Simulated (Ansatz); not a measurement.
W2N:
```xyz
3
Lattice="2.9844 0.0000 0.0000 0.0000 2.9844 0.0000 0.0000 0.0000 4.1871" Properties=species:S:1:pos:R:3 pbc="T T T"
W      0.0000     0.0000     0.0000
W      1.4922     1.4922     2.0936
N      1.4922     1.4922     0.0000
```

Relaxed with PBE. Special points in fractions of this cell's reciprocal vectors: Γ (0.000, 0.000, 0.000); X (0.000, 0.500, 0.000); M (0.500, 0.500, 0.000); Z (0.000, 0.000, 0.500); R (0.000, 0.500, 0.500); A (0.500, 0.500, 0.500).

### Question
List the band energies nearest the Fermi level at these points for the program Ansatz at the PBE level (PAW).

### Answer
In eV from the Fermi level; about four levels below and three above (degenerate sets whole), none deeper than 8.9 eV; points with the same levels are listed once.

```
k                          below                above
-  -----------------------------  -------------------
Γ        -1.93 -1.93 -1.67 -0.05  0.47 3.01 3.73 3.73
X        -6.77 -3.63 -3.11 -3.11       0.17 0.61 0.62
M        -5.35 -5.35 -5.31 -4.61       2.10 2.85 3.04
Z        -3.08 -1.36 -0.10 -0.10       0.30 2.22 2.22
R        -4.01 -2.81 -1.57 -0.54       1.54 2.24 2.26
A  -7.03 -7.03 -3.69 -3.35 -3.35       0.26 0.51 0.51
```

Space group P4/mmm. A made-up cell: these elements were put on the sites of a structure type; neither database checked (COD, Materials Project) lists it. Whether it is the stable phase at ambient conditions was not checked. Symmetry was held in the PBE relaxation; its stability against distortions is not shown here. No spin polarisation was allowed. With an odd number of electrons in the cell and no spin polarisation, the count alone makes it a metal. Spin–orbit coupling is left out wherever it is not named.

Potentials: the later of the program's two PAW sets.
